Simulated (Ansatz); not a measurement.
Method: Ansatz 0.2.0, DFT PBE, scalar-relativistic, plane waves, PAW. Plane waves to 420 eV, an 8×8×4 mesh through Γ for the 8-atom cell and 0.02 eV Gaussian smearing; no spin polarisation.

Formation energies are uncorrected and count from the elements' standard states at the same level.

Problem. Propose a candidate for a tetragonal semiconductor that holds P and 2 more elements, with a gap near 1.2 eV, a formation energy near −0.41 eV/atom and about 22 Å³ per atom, in a cell of 8 atoms.

Solution. Ga4AsP3, space group P-4m2 (No. 115). Around Ga on its first site lie 2 P at 2.39 Å and 2 As at 2.46 Å; around Ga on its second site lie 4 P at 2.39–2.40 Å; around P on a site of symmetry -4m2 lie 4 Ga at 2.39 Å; around As lie 4 Ga at 2.46 Å; 1 more site not described.

```cif
data_structure
_symmetry_space_group_name_H-M 'P 1'
_symmetry_Int_Tables_number 1
_cell_length_a 3.9347
_cell_length_b 3.9347
_cell_length_c 11.1296
_cell_angle_alpha 90.000
_cell_angle_beta 90.000
_cell_angle_gamma 90.000
_cell_volume 172.30
loop_
_atom_site_label
_atom_site_type_symbol
_atom_site_fract_x
_atom_site_fract_y
_atom_site_fract_z
_atom_site_occupancy
Ga1 Ga 0.50000 0.00000 0.86796 1
Ga2 Ga 0.00000 0.50000 0.62257 1
Ga3 Ga 0.50000 0.00000 0.37743 1
Ga4 Ga 0.00000 0.50000 0.13204 1
P1 P 0.00000 0.00000 0.50000 1
P2 P 0.50000 0.50000 0.25466 1
P3 P 0.50000 0.50000 0.74534 1
As1 As 0.00000 0.00000 0.00000 1
```

- Volume per atom: 21.54 Å³
- Density: 4.31 g/cm³
- Energy over the elements: −0.406 eV/atom
- Gap on the 8×8×4 mesh of the 8-atom cell: 1.16 eV

It was reached by relaxing an invented guess, and it needn't be the stable form of this composition. The answer needn't be unique; the calculation gave this one.

Kohn–Sham gaps at this level usually fall short of measured ones. The reference forms of As and P are held partly by dispersion forces, which this level lacks. A later test with randomly moved atoms came back to the same energy, though modes that don't fit the test's cell weren't probed.
